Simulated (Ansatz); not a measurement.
# Squeezing VRe

```
CELL_PARAMETERS angstrom
1.51788 -2.18379 0.00000
1.51788 2.18379 0.00000
0.00000 0.00000 4.22767
ATOMIC_POSITIONS crystal
V 0.50000 0.50000 0.50000
Re 0.00000 0.00000 0.00000
```

The base volume is that of a database entry, with shape and atoms relaxed on PAW files at held volume, so it needn't be at zero pressure; the structure needn't be the stable phase, at rest or compressed.

Its volume is scaled, and at each volume shape and atoms are relaxed on PAW files; all methods then take that cell.

Level of theory: DFT with LDA, scalar-relativistic, in Ansatz 0.2.0; a Γ-centred 14×14×9 k mesh, Fermi–Dirac smearing of 0.05 eV, no spin polarisation. LAPW: all electrons, basis error target 1 meV/atom; PAW: frozen-core files, cutoff 420 eV.

Energies are extrapolated to zero smearing and count from the unscaled cell; pressure is positive in compression; gaps take the mesh and a band path. No temperature or zero-point motion is included.

Spin–orbit coupling is left out, which matters for the heavy atoms. The PAW files were made under PBE.

```csv
V/V0,V (Å³/atom),P LAPW (GPa),ΔE LAPW (eV/atom),P PAW − LAPW (GPa),ΔE PAW − LAPW (meV/atom),space group,shortest distance (Å)
1.00,14.01,?,0.000,-0.04,0.0,Cmmm,2.602
0.90,12.61,23.4,0.036,0.02,-0.1,Cmmm,2.510
0.75,10.51,?,0.948,0.30,1.6,Cmmm,2.357
```

Q: What belongs in the row "1.00", column "P LAPW (GPa)"?

A: -11.98.

Q: Fill in "P LAPW (GPa)" for the row "0.75".

A: 130.4.

Q: From the table, what is the rise of the enthalpy H = E + pV up to the last row, and how stiff is the crystal between the last two rows?

A: ΔH = 0.948 eV + (130.4 GPa × 10.51 Å³ + 11.98 GPa × 14.01 Å³) × 0.006242 eV/(GPa·Å³) = 10.55 eV/atom, of which pV makes 91 %. The mean bulk modulus there is −ΔP/Δln V = 587 GPa.

Q: How do the Löwdin populations by LAPW change from the unscaled cell to the last row?

A: V 4s 0.83 → 0.73, V 3d 3.99 → 4.23, Re 5s 1.96 → 1.93, Re 6s 0.97 → 0.88, Re 5d 6.00 → 6.14 electrons an atom. These are projections on the shells that the free atoms fill; 0.30 e a cell lies outside them at the start and 0.20 e at the end.
